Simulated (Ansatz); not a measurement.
ScPd₃N (anti-perovskite, Pm-3m) under volume change, PBE in the plane-wave PAW code Ansatz, scaled uniformly.

```
V (Å³/atom)  E − E(relaxed) (meV/atom)  P (GPa)
-----------  -------------------------  -------
13.516                            71.8    18.88
13.962                            29.9    11.44
14.407                             7.0     5.22
14.853                             0.0     0.00
15.298                             6.3    -4.37
15.744                            23.6    -8.01
16.189                            50.3   -11.06
```

Q: What does a third-order Birch–Murnaghan fit give for V₀, B₀ and B′?

A: V₀ = 14.85 Å³/atom, B₀ = 159 GPa, B′ = 4.9.

The start of the workflow was typed in or built on a structure type; neither database checked (COD, Materials Project) lists it. Its standing as an ambient phase is unchecked. The PBE relaxation kept the symmetry of its start; its stability against distortions is not shown here. The run is not spin-polarised.

Potentials: the later of the program's two PAW sets.
